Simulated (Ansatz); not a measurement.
SnCl$_{2}$:
```
CELL_PARAMETERS angstrom
      7.93849     0.00000     0.00000
      0.00000     4.30728     0.00000
      0.00000     0.00000     9.43959
ATOMIC_POSITIONS crystal
  Sn 0.77076 0.75000 0.56573
  Sn 0.22924 0.25000 0.43427
  Sn 0.72924 0.25000 0.06573
  Sn 0.27076 0.75000 0.93427
  Cl 0.52240 0.25000 0.84997
  Cl 0.47760 0.75000 0.15003
  Cl 0.97760 0.75000 0.34997
  Cl 0.02240 0.25000 0.65003
  Cl 0.14373 0.25000 0.07886
  Cl 0.85627 0.75000 0.92114
  Cl 0.35627 0.75000 0.57886
  Cl 0.64373 0.25000 0.42114
```

Cartesian axes are those of the cell as given.

Task: Give the high-frequency dielectric tensor and the Born effective charge tensors of the independent atoms from DFPT, r²SCAN+D4 (plane waves, PAW; program Ansatz).

Result: 
ε∞:
```
4.63  0.00  0.00
0.00  5.00  0.00
0.00  0.00  4.04
```
Z* of atom 1 (Sn), rows: field, columns: displacement, in e:
```
 3.50   0.00  -0.17
 0.00   4.12   0.00
 0.01   0.00   2.60
```
Z* of atom 5 (Cl), rows: field, columns: displacement, in e:
```
-2.00   0.00  -0.56
 0.00  -1.58   0.00
-0.21   0.00  -1.32
```
Z* of atom 9 (Cl), rows: field, columns: displacement, in e:
```
-1.49   0.00   0.53
 0.00  -2.54   0.00
 0.24   0.00  -1.28
```

Static charges for comparison (Bader): Sn1 +1.35, Cl5 -0.68, Cl9 -0.68 e. Born charges measure polarisation by displacement and can exceed these by far.

Space group Pnma. The first step of the workflow began from a Materials Project structure, measured or hypothetical; the Crystallography Open Database files this formula in space group No. 62, but the cells were not matched. Whether it is the stable phase at ambient conditions was not checked. Symmetry was held in the r²SCAN+D4 relaxation; whether a distortion lowers the energy is not shown. Spin–orbit coupling is left out wherever it is not named.

Potentials: the later of the program's two PAW sets.
